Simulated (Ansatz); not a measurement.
Ta2Si:
Space group I4/mcm (No. 140); a = b = 6.1677 Å, c = 5.0499 Å, α = β = γ = 90.00°

```
atom  site  symmetry       x       y       z
----  ----  --------  ------  ------  ------
Ta      8h      m.2m  0.1637  0.3363  0.0000
Si      4a       422  0.0000  0.0000  0.2500
```
(The calculation used a cell of 6 atoms; values per cell refer to that cell.)

Relaxed with r²SCAN.

Q: Which orbitals make up the states near the Fermi level in r²SCAN (plane waves, PAW; program Ansatz)?

A: Within 0.5 eV of the Fermi level: Ta 5d 86 %, outside the projected shells 6 %. Projections are on Löwdin-orthogonalised atomic valence shells; empty p or d shells of many metals are not among them.

Q: Tabulate the density of states.

A: States/eV per cell of 6 atoms, in 0.25 eV bins, energy from the Fermi level.

```
E (eV)  total  Ta 5d  Si 3p  Ta 6s
------  -----  -----  -----  -----
-7.85    0.71   0.27   0.16   0.04
-7.60    0.87   0.29   0.25   0.12
-7.35    0.76   0.20   0.23   0.16
-7.10    0.83   0.16   0.29   0.23
-6.85    1.19   0.22   0.48   0.36
-6.60    1.61   0.36   0.65   0.43
-6.35    2.04   0.56   0.81   0.45
-6.10    2.41   0.76   0.92   0.47
-5.85    2.29   0.83   0.86   0.39
-5.60    1.93   0.71   0.74   0.30
-5.35    2.18   0.85   0.82   0.33
-5.10    2.02   0.86   0.75   0.25
-4.85    2.14   0.97   0.75   0.27
-4.60    2.17   0.96   0.82   0.26
-4.35    2.10   0.98   0.77   0.25
-4.10    2.43   1.26   0.78   0.26
-3.85    4.45   2.38   1.59   0.29
-3.60    4.13   2.10   1.48   0.34
-3.35    3.44   1.78   1.13   0.32
-3.10    4.23   2.38   1.27   0.35
-2.85    6.16   4.16   1.40   0.32
-2.60    6.82   5.32   0.92   0.26
-2.35    7.95   6.59   0.75   0.25
-2.10    8.19   6.88   0.59   0.32
-1.85    4.94   4.10   0.33   0.24
-1.60    3.85   3.18   0.25   0.19
-1.35    2.67   2.21   0.18   0.11
-1.10    2.05   1.75   0.10   0.06
-0.85    2.62   2.22   0.14   0.10
-0.60    3.18   2.63   0.17   0.15
-0.35    3.10   2.57   0.13   0.16
-0.10    2.75   2.34   0.09   0.10
0.15     3.40   2.93   0.12   0.12
0.40     4.21   3.74   0.13   0.08
0.65     3.39   2.95   0.15   0.07
0.90     2.82   2.45   0.15   0.06
1.15     3.06   2.67   0.16   0.07
1.40     3.76   3.31   0.19   0.09
1.65     2.77   2.45   0.13   0.06
1.90     3.32   2.88   0.15   0.10
2.15     3.44   2.99   0.16   0.09
2.40     3.60   3.13   0.19   0.07
2.65     4.90   4.31   0.23   0.09
2.90     5.66   5.06   0.24   0.08
3.15     5.56   4.97   0.20   0.08
3.40     3.63   3.16   0.12   0.08
3.65     2.08   1.77   0.09   0.05
3.90     2.48   2.01   0.14   0.05
4.15     3.98   2.93   0.28   0.16
4.40     5.67   4.09   0.47   0.32
4.65     7.20   5.42   0.70   0.35
```

The workflow started from a Materials Project entry (that database holds measured and hypothetical structures alike); the Crystallography Open Database copy checked does not list it. Its standing as an ambient phase is unchecked. Symmetry was held in the r²SCAN relaxation; its stability against distortions is not shown here. The run is not spin-polarised. Scalar-relativistic: spin–orbit coupling is off unless named, which matters more the heavier the elements.

Potentials: the later of the program's two PAW sets.
